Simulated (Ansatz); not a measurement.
**Sc started on a Pb site and Sc started on a Pb site, 10.19 Å apart on the ideal sites in cubic perovskite CsPbBr3, 40 atoms, charge 0**

All numbers come from Ansatz (PAW, plane waves, no spin–orbit coupling) at the single k point (¼, ¼, ¼) without its symmetry partners. The atoms were relaxed with PBEsol in a fixed cell; other functionals are single points on those atoms unless said otherwise. The valence top and gap of the host come from its small cell on a dense mesh, with the band extrema sought between the mesh points, lined up by the mean potential, PBEsol gap 1.44 eV, r²SCAN gap 1.91 eV.

Cell: a = 11.763 Å, b = 11.763 Å, c = 11.763 Å, α = 90.00°, β = 90.00°, γ = 90.00°.

Nearest atoms after relaxation, from the placed atom (for vacancies from the middle of the vacant sites): Br at 2.65 Å, Br at 2.66 Å, Br at 2.69 Å, Br at 2.69 Å, Br at 2.70 Å, Br at 2.82 Å.

Chemical potentials μ are those of reference phases of the elements at zero temperature by the same functional (the usual solids, diamond for C, grey Sn, and the molecules H2, N2, O2, F2, Cl2, Br2 and S8).

| functional | E(defect) − E(host) − Σ nμ + q·E_VBM (eV) | monopole (eV) | alignment (eV) | formation energy at E_F = VBM (eV) | moment (μB) | wall time, shared host |
| --- | --- | --- | --- | --- | --- | --- |
| PBEsol | -3.18 | 0.00 | 0.00 | -3.18 | 0 (no spin) | 39 s on NVIDIA H100 (relaxation) |

(1) Estimate the formation energy and moment that r²SCAN gives on these atoms.

r²SCAN one-electron levels near the gap (the ten most localised at most), from the host's valence top:

| level (eV) | spin | filling | atoms sharing it | element of the atom with most weight |
| --- | --- | --- | --- | --- |
| 1.87 | both | 2.00 | 14.6 | spread |
| 2.02 | both | 0.00 | 9.0 | Sc |
| 2.08 | both | 0.00 | 7.2 | Sc |
| 2.09 | both | 0.00 | 7.2 | Sc |
| 2.20 | both | 0.00 | 4.0 | Sc |

The charge sits partly or wholly in a band of the host, at the cell's one k point and not at the band edge, so the formation energy is too high and the charge correction doesn't apply as it stands.

The runs had no spin polarisation though PBEsol leaves holes or close levels at the Fermi level; a state of higher spin may be lower.

All elements are taken at their own reference at once; growth conditions in equilibrium with the host shift these energies, by up to the host's formation enthalpy.

The ideal cubic host may itself distort, and that gain is in these energies.

One k point and a cell of this size can leave errors of several tenths of an eV in such numbers.

Answers

(1) -3.38 eV at E_F = VBM, moment 0 (no spin).
